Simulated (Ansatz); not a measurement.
Relaxed SrO (rock salt):

```
SrO
1.0
    0.00000     5.19500     5.19500
    2.59750     0.00000     2.59750
    2.59750     2.59750     0.00000
O Sr
2 2
Direct
  0.00000   0.00000   0.00000
  0.50000   0.00000   0.00000
  0.25000   0.50000   0.50000
  0.75000   0.50000   0.50000
```

The atoms are displaced by Q × the pattern below (from a DFPT mode at L = (0.5, 0.0, 0.0), largest move 1; Q in Å), at fixed cell. (q is in reciprocal vectors of the primitive cell; the cell shown is doubled to hold the pattern.)

```csv
atom,x,y,z
O1,-0.577,0.577,0.577
O2,0.577,-0.577,-0.577
```

Atoms not listed stay in place.

These are PBE (plane waves to 420 eV, PAW, scalar-relativistic; Ansatz, a quantum-chemistry and plane-wave program) values and carry that method's errors. k mesh 11×11×11 (Γ-centred), Fermi-Dirac smearing 0.05 eV. The energy includes the smearing's −TS. SrO was relaxed with its symmetry unable to fall. ΔE is measured from the undisplaced structure.

```tsv
Q (Å)	ΔE (eV/cell)
-0.180	0.323
-0.120	0.144
-0.060	0.036
0.000	0.000
0.060	0.036
0.120	0.144
0.180	0.323
```

Task: Which DFPT wavenumber at L = (0.5, 0.0, 0.0) belongs to this mode?
A) 99 cm⁻¹
B) 412 cm⁻¹
C) 223 cm⁻¹

Result: B, 412 cm⁻¹. The curvature of the scan gives 412 cm⁻¹

(For displaced atoms, the force is minus the slope of the energy, and its curvature is a force constant, which sets phonon frequencies.)
